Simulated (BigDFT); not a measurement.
## Parameter sweep on the molecule C₂H₁₀O₂Si₃

SMILES: [Si@@H]1(O[SiH3])[C@H](O)C[SiH2]1
```xyz
17

O     -0.2765    -1.9047     0.6111
C     -1.0171    -0.7816     0.9294
C     -2.1167    -0.4157    -0.1082
Si    -1.0685     0.9074    -1.1222
Si     0.0044     0.9221     0.7987
O      1.6263     0.8564     0.7739
Si     2.8677     0.0799    -0.1065
H     -0.0135    -1.9015    -0.3792
H     -1.3906    -0.8266     1.8851
H     -2.9323     0.1521     0.3329
H     -2.4798    -1.1834    -0.7290
H     -0.3720     0.2495    -2.2075
H     -1.8639     2.0774    -1.5385
H     -0.5301     1.9624     1.8083
H      3.9036    -0.2240     0.8905
H      2.3516    -1.1181    -0.7627
H      3.2918     1.0825    -1.0667
```

Base run A: PBE, Daubechies wavelet basis, HGH (Krack) norm-conserving potentials made for PBE, isolated boundary conditions (BigDFT), self-consistent single point.

Its settings: basis = Daubechies wavelets; dft.hgrids = 0.33 bohr; dft.rmult = 5 8; dft.ixc = 11; potentials = built-in HGH-K PBE; boundary_conditions = free; dft.gnrm_cv = 1e-04; dft.itermax = 80; dft.idsx = 6; dft.nrepmax = 3.

The grid can part forces that symmetry would make equal. Forces above 1 eV/Å remain at this geometry. The geometry comes from a cheaper method or was typed, in some cases with atoms then moved at random; it is not relaxed at this level, and the species need not be a known compound.

ΔF is the free energy per atom less that of run A. 

Run A gave: largest force (eV/Å) 3.061; iterations 14; rough cost (cheapest run = 1) 1.

Runs:
- B: dft.itermax, dft.idsx = 150, 0
- C: dft.itermax, dft.idsx = 150, 1
- D: dft.itermax, dft.idsx = 150, 2
- E: dft.itermax, dft.idsx = 150, 4
- F: dft.itermax, dft.idsx = 150, 10

Runs B, C, D, E, F reached the same state as A (within 1 meV/atom). The fewest iterations to that state were 14 (A, E, F); the most were 50.

```tsv
run	ΔF (meV/atom)	largest force (eV/Å)	iterations	rough cost (cheapest run = 1)
A	0.00	3.061	14	1
B	0.00	3.061	19	1
C	0.00	3.060	50	3
D	0.00	3.062	16	1
E	0.00	3.061	14	1
F	0.00	3.061	14	1
```
